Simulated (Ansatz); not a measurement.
## Relaxing ReSb2 in the fluorite type

First guess:

```
CELL_PARAMETERS angstrom
0.00000 3.20906 3.20906
3.20906 0.00000 3.20906
3.20906 3.20906 0.00000
ATOMIC_POSITIONS crystal
Re 0.00000 0.00000 0.00000
Sb 0.25000 0.25000 0.25000
Sb 0.75000 0.75000 0.75000
```

These are results of DFT, PBE, PAW with Ansatz's default frozen-core files, scalar-relativistic in Ansatz 0.2.0, not measurements.

Cell and atoms relax within the symmetry of the start on a 9×9×9 k mesh with 0.05 eV Fermi–Dirac smearing.

The start is built from a prototype, known or not as a phase of this compound; the cutoff is 420 eV.

Spin polarisation is left out, and whether a magnetic state lies lower isn't shown here.

No spin–orbit coupling, which matters for the heavy atoms here.

(1) What is the pressure of the first guess?

(2) What does it relax to?

(3) How much energy does the relaxation release?

Answers

(1) 4.85 GPa.

(2) a = 6.502 Å, b = 6.502 Å, c = 6.502 Å, α = 90.00°, β = 90.00°, γ = 90.00° (conventional cell), 22.91 Å³ per atom:
```
CELL_PARAMETERS angstrom
0.00000 3.25111 3.25111
3.25111 0.00000 3.25111
3.25111 3.25111 0.00000
ATOMIC_POSITIONS crystal
Re 0.00000 0.00000 0.00000
Sb 0.25000 0.25000 0.25000
Sb 0.75000 0.75000 0.75000
```

(3) 13 meV/atom.
